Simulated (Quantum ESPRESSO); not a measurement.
LiBH4 is modelled in the hexagonal space group P6₃mc (No. 186), Pearson symbol hP12. Lattice parameters: a = b = 4.1800 Å, c = 6.7099 Å, α = β = 90.00°, γ = 120.00°. H1 on 2b is surrounded by 1 B at 1.218 Å. H2 on 6c sees 1 B at 1.218 Å. Li on 2b has 3 B at 2.438 Å (trigonal planar). B on 2b is coordinated by 4 H at 1.218 Å and 3 Li at 2.438 Å. (Neighbours: up to the widest gap in distance over summed covalent radii, below 1.35, at either atom; cation-cation contacts left out.)

The geometry is that of Materials Project entry mp-644223, symmetrised and not relaxed again.

**Question.** What does LDA (Quantum ESPRESSO, PseudoDojo norm-conserving, 76 Ry, scalar-relativistic) give for the electronic structure near the Fermi level?

**Answer.** The LDA gap is indirect, 6.27 eV, from 83 % of the way from K to Γ to 50 % of the way from L to M; the smallest direct gap is 6.70 eV. Another valence extremum on the path lies within 0.02 eV, too close to call. 

The structure is a Materials Project entry; no match was found in the copy of COD used, and its stability was not checked.
